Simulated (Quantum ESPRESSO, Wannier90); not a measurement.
TlI (CsCl type), plane waves to Wannier functions

Structure: Materials Project mp-23197, symmetrised, not relaxed again. COD (Crystallography Open Database) has the formula in 2 space groups, this one among them (matched by group alone). Level: PBEsol, no spin polarisation, no spin-orbit coupling; pw.x of Quantum ESPRESSO at 56 Ry with PseudoDojo potentials, 8×8×8 k-points, Wannier90. Density: 8×8×8 mesh, cold smearing 0.01 Ry. Spin-orbit coupling is left out although heavy elements are present.

```
begin unit_cell_cart
ang
    4.2382100000    0.0000000000    0.0000000000
    0.0000000000    4.2382100000    0.0000000000
    0.0000000000    0.0000000000    4.2382100000
end unit_cell_cart
mp_grid = 8 8 8
```

Neighbour vectors b of the finite-difference formula (Å⁻¹), by shell:

```
shell       b_x       b_y       b_z
-----  --------  --------  --------
1       0.00000   0.00000   0.18531
1       0.00000   0.18531   0.00000
1       0.18531   0.00000   0.00000
1       0.00000   0.00000  -0.18531
1       0.00000  -0.18531   0.00000
1      -0.18531   0.00000   0.00000
```

Question: Find the weights w_b from the completeness condition Σ_b w_b b_α b_β = δ_αβ.

Answer: Shell 1: Σ b_x² = 0.069, Σ b_y² = 0.069, Σ b_z² = 0.069 Å⁻²
Each of the three diagonal sums, weighted, has to give 1 and the off-diagonal ones 0, which holds for w_1 = 14.6 Å². Check on xx: 14.56×0.069 = 1.00.

On this mesh the 5 functions of bands 1,7-10 (valence bands; start: s functions at random places, conv_tol = 1.0e-6) end with spreads 2.5078, 2.5090, 2.5107, 2.3444, 2.5170 Å², Ω_I = 11.1307 Å² and Ω_D = 0.0012 Å².

Ω_total is the sum of the spreads, 12.389 Å². Ω_OD = Ω_total − Ω_I − Ω_D = 1.257 Å². Only (Ω_D + Ω_OD)/Ω_total = 10.2 % depends on the gauge, and another start could lower the total by that share at most. The rms radius is √(Ω_total/5) = 1.57 Å.
